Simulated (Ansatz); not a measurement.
TaNO:
Space group P2₁/c (No. 14); a = 4.953 Å, b = 5.023 Å, c = 5.172 Å, α = 90.00°, β = 99.84°, γ = 90.00°

```csv
atom,site,symmetry,x,y,z
Ta,4e,1,0.2942,0.0463,0.2155
N,4e,1,0.5587,0.2560,0.0195
O,4e,1,0.0626,0.3267,0.3464
```

Relaxed with PBEsol. 

**Question.** HSE06 on this cell (Ansatz, a program for electronic structure, PAW) gives a gap of 3.11 eV. What does PBEsol give?

**Answer.** 1.87 eV.

Cost on shared cores: the PBEsol run (SCF on a 6×6×6 mesh, then bands and DOS) roughly 5 core-minutes, the HSE06 run (SCF on 4×3×3, then a few points) very roughly 8 core-minutes; the tasks are unlike.

Space group P2_1/c. The workflow started from a Materials Project entry (that database holds measured and hypothetical structures alike); the Crystallography Open Database files this formula in space group No. 14, but the cells were not matched. Whether it is the stable phase at ambient conditions was not checked. The cell was relaxed with PBEsol under the symmetry of its start; its stability against distortions is not shown here. No spin polarisation was allowed. Scalar-relativistic: spin–orbit coupling is off unless named, which matters more the heavier the elements.

Potentials: the later of the program's two PAW sets.

Ansatz is a plane-wave DFT program.
